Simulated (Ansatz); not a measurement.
An Ansatz (a first-principles code) input:

Ansatz 0.2 input:
```yaml
crystal:
  lattice:
    - [5.2833660965, 0.0, 0.0]
    - [0.0, 5.2833660965, 0.0]
    - [0.0, 0.0, 5.2833660965]
  atoms:
    - { symbol: Ag, position: [0.0, 0.0, 0.0] }
    - { symbol: Ag, position: [0.5, 0.5, 0.5] }
    - { symbol: Ag, position: [0.25, 0.0, 0.5] }
    - { symbol: Ag, position: [0.75, 0.0, 0.5] }
    - { symbol: Ag, position: [0.5, 0.25, 0.0] }
    - { symbol: Ag, position: [0.5, 0.75, 0.0] }
    - { symbol: Ag, position: [0.0, 0.5, 0.25] }
    - { symbol: Ag, position: [0.0, 0.5, 0.75] }
kpoints:
  mp_grid: { grid: [6, 6, 6] }
  band_path:
    path:
      - [[0.0, 0.0, 0.0], [0.0, 0.5, 0.0], [0.5, 0.5, 0.0], [0.0, 0.0, 0.0], [0.5, 0.5, 0.5], [0.0, 0.5, 0.0]]  # Γ-X-M-Γ-R-X
      - [[0.5, 0.5, 0.5], [0.5, 0.5, 0.0]]  # R-M
    npoints: 12
basis: { xc_grid: 2 }
hamiltonian:
  xc: pbe
  pseudopotentials: { kind: paw }
magnetization: { noncollinear: true, spin_orbit: true }
scf:
  n_extra_bands: 16
  convergence: { dr2_threshold: 0.0000000001 }
  occupations: { method: gaussian, width: 0.05 }
output: { eigenvalues: true }
```

**Question.** How many symmetry operations and irreducible k-points will the run report?

**Answer.** 48 operations, 20 of 216 k-points.

**Question.** With a cutoff of 420 eV, how many plane waves at Γ?

**Answer.** 2897.

It took about 9 core-minutes (a rough figure) on shared server cores.

Space group Pm-3n (A15 (β-W type)). The start of the workflow was typed in or built on a structure type; neither database checked (COD, Materials Project) lists it. It is not the phase usual at ambient conditions (space group No. 225). Symmetry was held in the PBE relaxation; whether a distortion lowers the energy is not shown. The run is not spin-polarised.

Potentials: the later of the program's two PAW sets.

Ansatz is a plane-wave DFT program.
